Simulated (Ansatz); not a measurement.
# LiTaO2 (Pmmm)

Theory: DFT PBE, scalar-relativistic, plane waves, PAW (Ansatz).

Settings: cutoff 420 eV, Γ-centred mesh 16×16×10 on the computed 4-atom cell, Gaussian smearing of 0.10 eV; no spin polarisation.

The structure is relaxed at this level of theory with its symmetry kept, and needn't be the ground state of this composition.

```yaml
crystal:
  lattice:
    - [3.05526, 0.00000, 0.00000]
    - [0.00000, 3.08791, 0.00000]
    - [0.00000, 0.00000, 5.34330]
  atoms:
    - { symbol: Li, position: [0.50000, 0.50000, 0.50000] }
    - { symbol: Ta, position: [0.00000, 0.00000, 0.00000] }
    - { symbol: O, position: [0.00000, 0.50000, 0.24269] }
    - { symbol: O, position: [0.00000, 0.50000, 0.75731] }
```

| Property | Result |
| --- | --- |
| Space group | Pmmm (No. 47) |
| Volume per atom | 85.0 bohr³ |
| Formation energy from the elements' standard states (uncorrected) | -2.031 eV/atom |
| Kohn–Sham band gap | none (metal) |
| Density of states at the Fermi level | 2.0 states/eV per cell |
| Orbital (Löwdin) character within 0.5 eV of the Fermi level | Ta 5d 74 %, O 2p 15 % |
| Bader charge by site (e) | Li (1 in the cell) 0.90, Ta (1 in the cell) 1.78, O (2 in the cell) -1.34 |

Spin-orbit coupling is left out, which matters for the bands of heavy elements.

Another cell of LiTaO2 relaxed alike, in R-3m, lies 115 meV/atom lower, so this cell isn't the stable form at this level.

The cell was found from a structure generator's guess, not taken from experiment. Löwdin shares on free-atom orbitals overweight diffuse shells.
